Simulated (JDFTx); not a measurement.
**Report: MgB2(1 0 -1 0) in implicit electrolytes**

MgB2(1 0 -1 0) slab cut from bulk MgB2 (space group P6/mmm, indices of the conventional cell, lattice of the Materials Project entry mp-763, not re-optimised): 10 atoms in 10 planes, a 1x1 cell of 10.78 Å² (|a| = 3.063, |b| = 3.521 Å), 8.0 Å between the outermost planes, Mg outermost, slab composition Mg4B6, cell height 24.0 Å, 8×6×1 k mesh, Fermi smearing 0.01 Ha, no spin polarisation. Whether this polymorph is the ambient one wasn't checked.

Level of theory: PBE, GBRV ultrasoft potentials, plane waves to 20/100 Ha; code: JDFTx (a modified build). Outer atoms relaxed in vacuum, keeping the start's symmetry. The same nuclei were then put into each liquid, at zero charge and at set potentials or charges. Both faces are the same ideal termination; reconstructions, overlayers and chemisorbed solvent are outside this model. U vs SHE = −μ/e − 4.44 V throughout (conventional absolute potential of the hydrogen electrode).

In vacuum the work function is 3.56 eV, which would put the uncharged electrode at -0.88 V vs SHE if the liquid did nothing. Each liquid moves the Fermi level of the neutral slab, now counted from the bulk liquid: CANDLE, water, 1 M KF by 0.57 eV, to a potential of zero charge of -1.44 V; nonlinear PCM (GLSSA13), water, 1 M KF by 0.90 eV, to a potential of zero charge of -1.78 V. The models of water differ by 0.34 V among themselves.

Charging:

```
liquid         U − U_pzc (V)  σ (μC/cm²)  σ/(U − U_pzc) (μF/cm²)  Δγ (mJ/m²)
-------------  -------------  ----------  ----------------------  ----------
CANDLE, water           0.14         4.8                      34          -3
CANDLE, water           0.28        15.0                      53         -15
CANDLE, water           0.29        16.8                      57         -18
```

The mean capacitance runs from 34 to 57 μF/cm². Δγ, the grand free energy per area against the neutral surface, is negative throughout, since charging at a held potential lowers it. The cavity function reaches one half at 3.2 Å (CANDLE, water), 2.1 Å (nonlinear PCM (GLSSA13), water) above the top atoms; the models define their cavities differently. No specific adsorption of ions or solvent is in these numbers.
